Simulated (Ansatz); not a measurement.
CoSi:
```
CELL_PARAMETERS angstrom
      4.38298     0.00000     0.00000
      0.00000     4.38298     0.00000
      0.00000     0.00000     4.38298
ATOMIC_POSITIONS crystal
  Co 0.85415 0.64585 0.35415
  Co 0.64585 0.35415 0.85415
  Co 0.35415 0.85415 0.64585
  Co 0.14585 0.14585 0.14585
  Si 0.15648 0.34352 0.65648
  Si 0.34352 0.65648 0.15648
  Si 0.65648 0.15648 0.34352
  Si 0.84352 0.84352 0.84352
```

Relaxed with r²SCAN. Special points in fractions of this cell's reciprocal vectors: Γ (0.000, 0.000, 0.000); X (0.000, 0.500, 0.000); M (0.500, 0.500, 0.000); R (0.500, 0.500, 0.500); X1 (0.500, 0.000, 0.000).

Task: List the band energies nearest the Fermi level at these points for r²SCAN (plane waves, PAW; program Ansatz).

Result: In eV from the Fermi level; about four levels below and three above (degenerate sets whole), none deeper than 8.9 eV; points with the same levels are listed once.

```csv
k,below,above
Γ,-1.02 -1.02 -1.02 -0.87 -0.87,0.01 0.01 0.01
X,-0.72 -0.72 -0.51 -0.51,1.10 1.10 1.73 1.73
M,-1.11 -1.11 -0.04 -0.04,0.69 0.69 2.30 2.30
R,-0.20 -0.20 -0.20 -0.20,6.07 6.07 6.07 6.07
```

Space group P2_13. Symmetry was held in the r²SCAN relaxation. The run is not spin-polarised.

Potentials: the later of the program's two PAW sets.
